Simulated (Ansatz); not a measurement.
## Surface calculation: rocksalt TiN (100), 2 layers

The slab is cut from the rocksalt crystal, which needn't be the stable phase, as relaxed on PAW files (9.58 Å³/atom), with 16 Å of vacuum and a dipole correction:

```yaml
crystal:
  lattice:
    - [3.00328, 0.00000, 0.00000]
    - [0.00000, 3.00328, 0.00000]
    - [0.00000, 0.00000, 18.12360]
  atoms:
    - { symbol: Ti, position: [0.00000, 0.00000, 0.44141] }
    - { symbol: N, position: [0.50000, 0.50000, 0.44141] }
    - { symbol: Ti, position: [0.50000, 0.50000, 0.55859] }
    - { symbol: N, position: [0.00000, 0.00000, 0.55859] }
```

Level of theory: DFT with PBE, scalar-relativistic, in Ansatz 0.2.0; a Γ-centred 12×12×1 k mesh, Fermi–Dirac smearing of 0.08 eV, no spin polarisation. LAPW: all electrons, basis error target 1 meV/atom; PAW: frozen-core files, cutoff 420 eV.

The bulk energy comes from a cell in the slab's orientation on a 12×12×9 mesh. The surface energy is (E(slab) − N·E(bulk))/2A at zero smearing, the mean of both faces; thin slabs carry quantum-size effects.

Question: As cut, the LAPW slab lies 1.675 eV above 4 atoms of bulk. What surface energy is that?

Answer: Over two faces of 9.02 Å² it is 92.9 meV/Å², and times 16.02 J/m² per eV/Å² that gives γ = 1.488 J/m².

| method | γ as cut (J/m²) | γ relaxed (J/m²) | Φ as cut (eV) | Φ relaxed (eV) |
| --- | --- | --- | --- | --- |
| LAPW | 1.488 | 1.329 | ? | ? |

Question: What belongs in the row "LAPW", column "Φ as cut (eV)"?

Answer: 2.91.

Question: Give the missing entry: row "LAPW", column "Φ relaxed (eV)".

Answer: 2.68.

Question: How do the spacings between the planes relax?

Answer: From the bottom face up: d12 -2.8 % of 2.124 Å. The outer plane rumples by 0.144 Å.

Question: A field of 0.5 V/Å is applied along the normal, atoms held. What follows?

Answer: LAPW finds an induced dipole of 0.1360 e·Å a cell (PAW 0.1362), that is 5.46 Å for 4πα over the area, against 2.21 Å between the outer atoms.
